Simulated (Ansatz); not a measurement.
Ni:
```cif
data_Ni2
_chemical_formula_sum 'Ni2'
_space_group_name_H-M_alt 'P63/mmc'
_space_group_IT_number 194
_space_group_name_Hall '-P 6c 2c'
_cell_length_a 2.44546
_cell_length_b 2.44546
_cell_length_c 4.07738
_cell_angle_alpha 90.000
_cell_angle_beta 90.000
_cell_angle_gamma 120.000
loop_
_atom_site_label
_atom_site_type_symbol
_atom_site_symmetry_multiplicity
_atom_site_Wyckoff_symbol
_atom_site_fract_x
_atom_site_fract_y
_atom_site_fract_z
_atom_site_occupancy
Ni1 Ni 2 c 0.33333 0.66667 0.25000 1
```
The run is spin-polarised.

Relaxed at zero pressure with r²SCAN (plane waves, PAW; program Ansatz).

Q: The volume is lowered by 3 % and shape and atoms relax at that volume. What pressure results, and how do the axes share the change?

A: 7.1 GPa; a -0.9 %, b -0.9 %, c -1.1 %; the energy rises by 7 meV/atom.

Q: Give the new structure.

A: 
Space group P6₃/mmc (No. 194); a = b = 2.422 Å, c = 4.031 Å, α = β = 90.00°, γ = 120.00°

```csv
atom,site,symmetry,x,y,z
Ni,2c,-6m2,0.3333,0.6667,0.2500
```

The phase is kept; no other phase was compared at this pressure.

Space group P6_3/mmc (hcp (Mg type)). The first step of the workflow began from a Materials Project structure, measured or hypothetical; the Crystallography Open Database files this formula in space group No. 194, but the cells were not matched. It is not the phase usual at ambient conditions (space group No. 225). Symmetry was held in the r²SCAN relaxation; its stability against distortions is not shown here. The final state is ferromagnetic, chosen from 5 collinear starts compared on coarse meshes (ties went to the first, and starts can fall back to one state), not a proven ground state. Other orbital occupations within this spin state were not tried. Axis ratios of metals converge slowly with the k-mesh, so a and c are less sure than the volume.

Potentials: the earlier of the program's two PAW sets.
